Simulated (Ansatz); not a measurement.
```
Sr Ti O
1.0
     3.90500    0.00000    0.00000
     0.00000    3.90500    0.00000
     0.00000    0.00000    3.90500
Sr Ti O
1 1 3
Direct
  0.00000 0.00000 0.00000
  0.50000 0.50000 0.50000
  0.50000 0.50000 0.00000
  0.50000 0.00000 0.50000
  0.00000 0.50000 0.50000
```

```yaml
orbitals: PBE
datasets: hard PAW set made for 700 eV
k_mesh: 4×4×4
empty_bands: 580
response_cutoff: 180 eV
wave_cutoff: 700 eV
frequencies: plasmon pole, fitted at the program's default frequency
q_→_0_term: analytic weight of Carrier, Rohra and Görling
points_solved: Γ, R
band_sums: cut at the band count
spin-orbit_coupling: off
```

Program: Ansatz. The Kohn-Sham gap (from R to Γ) is 1.86 eV and the electronic dielectric constant on this mesh 6.5.

Task: By how much does G0W0 change the gap?

Result: By +1.53 eV, to 3.39 eV. The valence edge moves by -0.46 eV (Z = 0.76) and the conduction edge by +1.07 eV (Z = 0.78).

The mesh is coarse, so these are values at the stated settings, not converged ones. Band sums or response are cut, so the gap isn't at its basis limit. The gap is read among the points solved; the crystal's band edges can lie elsewhere. Meshes this coarse can overestimate the dielectric constant by a tenth and more.
